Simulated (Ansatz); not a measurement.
The relaxed structure here is a generated cell of Pd: the first start was made by placing the elements on the sites of a structure type, and the end was not matched to a known phase here, so it may be hypothetical. Known forms of Pd include space group No. 225.

One starting cell of Pd (a generated cell, Pd built in the beta-W structure type) was relaxed twice with Ansatz (plane waves, PAW, scalar-relativistic): with r2SCAN at 500 eV and with PBE at 420 eV. The r2SCAN result:

```cif
data_Pd8
_chemical_formula_sum 'Pd8'
_space_group_name_H-M_alt 'Pm-3n'
_space_group_IT_number 223
_space_group_name_Hall '-P 4n 2 3'
_cell_length_a 4.97267
_cell_length_b 4.97267
_cell_length_c 4.97267
_cell_angle_alpha 90.000
_cell_angle_beta 90.000
_cell_angle_gamma 90.000
loop_
_atom_site_label
_atom_site_type_symbol
_atom_site_symmetry_multiplicity
_atom_site_Wyckoff_symbol
_atom_site_fract_x
_atom_site_fract_y
_atom_site_fract_z
_atom_site_occupancy
Pd1 Pd 6 c 0.00000 0.50000 0.25000 1
Pd2 Pd 2 a 0.00000 0.00000 0.00000 1
```

```tsv
quantity	r2SCAN	PBE
space group	Pm-3n	Pm-3n
volume (Å³/atom)	15.37	?
a (Å)	4.973	?
gap (eV, no spin-orbit coupling)	0.00	?
```

Question: What does PBE give for the same quantities?

Answer: 
- volume (Å³/atom), PBE: 15.75
- a (Å), PBE: 5.014
- gap (eV, no spin-orbit coupling), PBE: 0.00

Both levels end in the same structure; PBE's volume is 2.5 % larger. Neither column is exact.

No spin polarisation in the result.

The run could not lose the symmetry of its start, so the end can be a saddle point.

All atoms sit on sites fixed by symmetry, so only the cell could relax.

Ansatz is a first-principles code.
